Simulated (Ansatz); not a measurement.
**Profile along the C–Zr line in ZrC (rock salt)**

ZrC (rock salt)

```cif
data_C4Zr4
_chemical_formula_sum 'C4 Zr4'
_space_group_name_H-M_alt 'Fm-3m'
_space_group_IT_number 225
_space_group_name_Hall '-F 4 2 3'
_cell_length_a 4.70874
_cell_length_b 4.70874
_cell_length_c 4.70874
_cell_angle_alpha 90.000
_cell_angle_beta 90.000
_cell_angle_gamma 90.000
loop_
_atom_site_label
_atom_site_type_symbol
_atom_site_symmetry_multiplicity
_atom_site_Wyckoff_symbol
_atom_site_fract_x
_atom_site_fract_y
_atom_site_fract_z
_atom_site_occupancy
C1 C 4 a 0.00000 0.00000 0.00000 1
Zr1 Zr 4 b 0.50000 0.50000 0.50000 1
```
(The calculation used a cell of 2 atoms; values per cell refer to that cell.)

Fields along a shortest C–Zr line of a {110} plane (2.35 Å), from C to Zr, interpolated on the slice's grid (step about 0.2 Å). Computed with PBE (plane waves to 420 eV, PAW, scalar-relativistic; Ansatz, a program for electronic structure). k mesh 17×17×17. Near the nuclei the fields are pseudised (PAW); where an atom keeps semicore shells as valence, they peak there. ZrC is run without spin polarisation. ZrC was relaxed with its symmetry unable to fall.

| distance from C (Å) | valence electron density (e/Å³) | electron localisation function |
|---|---|---|
| 0.00 | 1.63 | x |
| 0.24 | 1.70 | x |
| 0.47 | 1.45 | x |
| 0.71 | 0.90 | 0.78 |
| 0.94 | 0.54 | 0.59 |
| 1.18 | 0.45 | 0.23 |
| 1.41 | 0.83 | 0.42 |
| 1.65 | 2.25 | 0.80 |
| 1.88 | 3.98 | x |
| 2.12 | 3.67 | x |
| 2.35 | 2.65 | x |

x: too close to a nucleus for the ELF to mean much.

Density on the C–Zr line (2.35 Å) at its density minimum, 1.1 Å from C: 0.44 e/Å³. ELF at that point: 0.3.
